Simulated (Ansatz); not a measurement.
# LiSc3: rattling a relaxed structure

The structure comes from a generated guess, relaxed at this level; another structure or a mixture of phases may lie lower.

These are results of Ansatz 0.2.0, DFT PBE, scalar-relativistic, plane waves, PAW, not measurements. Plane waves to 420 eV, a k mesh through Γ of 12×12×4 on the computed 4-atom cell and Gaussian smearing (0.10 eV); no spin polarisation.

The cell below (4 atoms, space group P4/mmm (No. 123)) is relaxed within its symmetry.

```
Li Sc
1.0
     2.33542   -2.33624    0.00000
     2.33542    2.33624    0.00000
     0.00000    0.00000    8.45813
Li Sc
1 3
Direct
  0.00000 0.00000 0.00000
  0.50000 0.50000 0.76364
  0.00000 0.00000 0.50000
  0.50000 0.50000 0.23636
```

For the test a repeat of it with 8 atoms (edges 3.30, 3.30, 16.92 Å) was strained at random (σ = 1.5 % a component), the atoms were moved at random (σ = 0.05 Å), and all was relaxed again on a coarse 6×6×2 mesh (in the run’s order of axes) with 0.20 eV smearing, with no symmetry imposed.

Problem. Is the structure stable against such a distortion?

Solution. It returns, within 1 meV/atom of the unmoved cell on that mesh and with the same symmetry when read at 0.1 Å (P2 at 0.01 Å, so small strains and shifts remain). No instability shows in this cell; modes of other wave vectors, which need another repeat, aren't tested.
